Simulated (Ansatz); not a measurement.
## Yb (fcc)

Method: PBE, scalar-relativistic; no spin polarisation; PAW, 420 eV, 14×14×14 k-mesh, Gaussian smearing of 0.05 eV; code Ansatz. The datasets are Ansatz's generated set soft_2.

```yaml
crystal:
  lattice:
    - [0.00000, 2.61103, 2.61103]
    - [2.61103, 0.00000, 2.61103]
    - [2.61103, 2.61103, 0.00000]
  atoms:
    - { symbol: Yb, position: [0.00000, 0.00000, 0.00000] }
```

Path: Γ–X–U | K–Γ–L–W–X, with Γ = (0.000, 0.000, 0.000), X = (0.500, 0.000, 0.500), U = (0.625, 0.250, 0.625), K = (0.375, 0.375, 0.750), L = (0.500, 0.500, 0.500), W = (0.500, 0.250, 0.750) in reciprocal vectors of the calculation's cell.

**Question.** Is it a metal or an insulator, and if it has a gap, where are the band edges on this path?

**Answer.** A semimetal or zero-gap crystal: the filled and empty bands only touch or barely overlap.

Levels between -5 and 3 eV from the Fermi level at the path's named points:
| point | below E_F (eV) | above E_F (eV) |
| --- | --- | --- |
| Γ | -0.50 -0.40 -0.40 -0.40 -0.31 -0.31 -0.31 | 2.86 2.86 2.86 |
| X | -1.25 -0.41 -0.41 -0.40 -0.40 -0.35 -0.34 -0.34 | 0.07 1.74 |
| U and K | -0.64 -0.43 -0.40 -0.40 -0.39 -0.34 -0.33 -0.17 | 0.10 1.24 |
| L | -1.88 -0.47 -0.43 -0.42 -0.42 -0.32 -0.32 -0.30 | 0.37 2.64 2.64 |
| W | -0.49 -0.46 -0.41 -0.41 -0.38 -0.38 -0.35 -0.01 | 0.79 0.79 2.86 |

Spin–orbit coupling, which matters for such heavy elements, is left out.
